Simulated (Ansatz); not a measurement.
## Ge2W: from a starting cell to a relaxed one

The start is a relaxed Ge2W cell shaken by Gaussian noise of σ = 0.08 Å a coordinate. The cell and all atomic positions are relaxed at zero pressure with r2SCAN (plane waves to 500 eV, PAW, scalar-relativistic; Ansatz, a quantum-chemistry and plane-wave program). The first steps use a coarse 6×6×4 k-mesh.

Starting cell:
```yaml
crystal:
  lattice:
    - [4.80954, 0.00000, 0.00000]
    - [-2.40477, 4.16518, 0.00000]
    - [0.00000, 0.00000, 6.76972]
  atoms:
    - { symbol: W, position: [0.47350, 0.98115, 0.50188] }
    - { symbol: W, position: [0.97867, 0.50686, 0.83249] }
    - { symbol: W, position: [0.49886, 0.51531, 0.16677] }
    - { symbol: Ge, position: [0.16259, 0.30408, 0.47846] }
    - { symbol: Ge, position: [0.68796, 0.82291, 0.83001] }
    - { symbol: Ge, position: [0.17765, 0.82694, 0.17516] }
    - { symbol: Ge, position: [0.85290, 0.67294, 0.50639] }
    - { symbol: Ge, position: [0.35268, 0.16891, 0.83697] }
    - { symbol: Ge, position: [0.82755, 0.15332, 0.18147] }
```

Question: How large is the pressure on the unrelaxed cell, and of which sign?

Answer: +4 GPa (positive: the cell is compressed).

Question: Does it find its way back to the structure it was made from?

Answer: It relaxes back to the parent, P6₄22 (No. 181).

Question: How do the shortest distances between atoms change?

Answer: The closest pairs of elements (up to four, under 3.6 Å), start → end: Ge–Ge 2.45 → 2.65 Å; Ge–W 2.52 → 2.65 Å; W–W 3.23 → 3.30 Å.

Final values are on a 11×11×7 k-mesh of the relaxed cell. No spin polarisation in the result.

The relaxed structure here is a generated cell of Ge2W: the first start was made by placing the elements on the sites of a structure type, and the end was not matched to a known phase here, so it may be hypothetical.
